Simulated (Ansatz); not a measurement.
TiC:
```
CELL_PARAMETERS angstrom
      2.71088     0.00000     0.00000
      0.00000     2.71088     0.00000
      0.00000     0.00000     2.71088
ATOMIC_POSITIONS crystal
  Ti 0.00000 0.00000 0.00000
  C  0.50000 0.50000 0.50000
```

Relaxed with PBE. Special points in fractions of this cell's reciprocal vectors: Γ (0.000, 0.000, 0.000); X (0.000, 0.500, 0.000); M (0.500, 0.500, 0.000); R (0.500, 0.500, 0.500).

Task: List the band energies nearest the Fermi level at these points for PBE in the plane-wave PAW code Ansatz.

Result: In eV from the Fermi level; about four levels below and three above (degenerate sets whole), none deeper than 8.9 eV; points with the same levels are listed once.

```csv
k,below,above
Γ,-1.58 -1.58,1.49 1.49 1.49
X,-6.38 -0.95 -0.95 -0.68,3.51 4.31 6.50 6.50
M,-3.22 -3.22 -0.61,1.77 1.77 2.82
R,-6.59 -5.35 -5.35 -5.35,4.61 4.61 6.84 6.84 6.84
```

Space group Pm-3m (CsCl type). The cell is a constructed one: a structure type filled with these elements; neither database checked (COD, Materials Project) lists it. It is not the phase usual at ambient conditions (space group No. 225). Symmetry was held in the PBE relaxation; its stability against distortions is not shown here. The run is not spin-polarised.

Potentials: the later of the program's two PAW sets.
